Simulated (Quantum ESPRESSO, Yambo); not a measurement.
At a photon energy of 13.00 eV, RPA with local fields on PBEsol bands shifted by a G0W0 scissor of 3.78 eV (Quantum ESPRESSO and Yambo; 4×4×4 mesh, 132 bands, 3 Ry local-field block, 0.2 eV broadening) gives ε = 2.76 + 0.55i for Cs2SiF6 (space group Fm-3m, No. 225), field along x.

### Question
Work out n, κ, the normal-incidence reflectivity, the absorption coefficient and the penetration depth.

### Answer
|ε| = 2.81; n = √((|ε| + ε1)/2) = 1.67, κ = √((|ε| − ε1)/2) = 0.16. R = ((n − 1)² + κ²)/((n + 1)² + κ²) = 0.07. α = 2Eκ/(ħc) with ħc = 197.327 eV nm: 0.0217 per nm = 2.2 × 10⁵ per cm, a 1/e depth of 46 nm. The computed direct gap is 11.04 eV, and the energy scale of the real crystal may differ from it. Excitonic effects are left out, and values at one energy depend on mesh and broadening. The scissor comes from a G0W0 run whose convergence isn't established. Convergence of the RPA response with its 4×4×4 mesh was not tested.

Geometry of the Materials Project entry, not relaxed at this level; primitive cell a = 6.242 Å, b = 6.242 Å, c = 6.242 Å, α = 60.00°, β = 60.00°, γ = 60.00°.
